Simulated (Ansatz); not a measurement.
LiGeN:
```
LiGeN
1.0
    2.97922     0.00000     0.00000
   -1.48961     2.58008     0.00000
    0.00000     0.00000     9.32142
Li Ge N
2 2 2
Direct
  0.66667   0.33333   0.74328
  0.33333   0.66667   0.24328
  0.00000   0.00000   0.49785
  0.00000   0.00000   0.99785
  0.33333   0.66667   0.60351
  0.66667   0.33333   0.10351
```

x, y and z are the axes in which the lattice vectors are written.

Problem. Give the proper piezoelectric stress tensor with relaxed ions from DFT-PBEsol in the program Ansatz with PAW potentials.

Solution. In C/m², rows x, y, z, Voigt columns; mesh uncertainty up to 0.01.
```
 0.00   0.00   0.00   0.00  -0.67   0.00
 0.00   0.00   0.00  -0.67   0.00   0.00
-0.17  -0.17  -0.55   0.00   0.00   0.00
```

The elastic tensor of the same run (GPa):

|  | 1 | 2 | 3 | 4 | 5 | 6 |
|---|---|---|---|---|---|---|
| 1 | 255 | 50.3 | 13.0 | 0.0 | 0.0 | 0.0 |
| 2 | 50.3 | 255 | 13.0 | 0.0 | 0.0 | 0.0 |
| 3 | 13.0 | 13.0 | 117 | 0.0 | 0.0 | 0.0 |
| 4 | 0.0 | 0.0 | 0.0 | 18.8 | 0.0 | 0.0 |
| 5 | 0.0 | 0.0 | 0.0 | 0.0 | 18.8 | 0.0 |
| 6 | 0.0 | 0.0 | 0.0 | 0.0 | 0.0 | 102 |

Problem. Convert to strain constants d = e·S.

Solution. In pC/N:
```
  0.0    0.0    0.0    0.0  -35.5    0.0
  0.0    0.0    0.0  -35.5    0.0    0.0
 -0.3   -0.3   -4.6    0.0    0.0    0.0
```

Space group P6_3mc. The workflow started from a Materials Project entry (that database holds measured and hypothetical structures alike); the Crystallography Open Database copy checked does not list it. Whether it is the stable phase at ambient conditions was not checked. The PBEsol relaxation kept the symmetry of its start; whether a distortion lowers the energy is not shown. Signs of piezoelectric constants follow the polarity of the cell as given.

Potentials: the later of the program's two PAW sets.
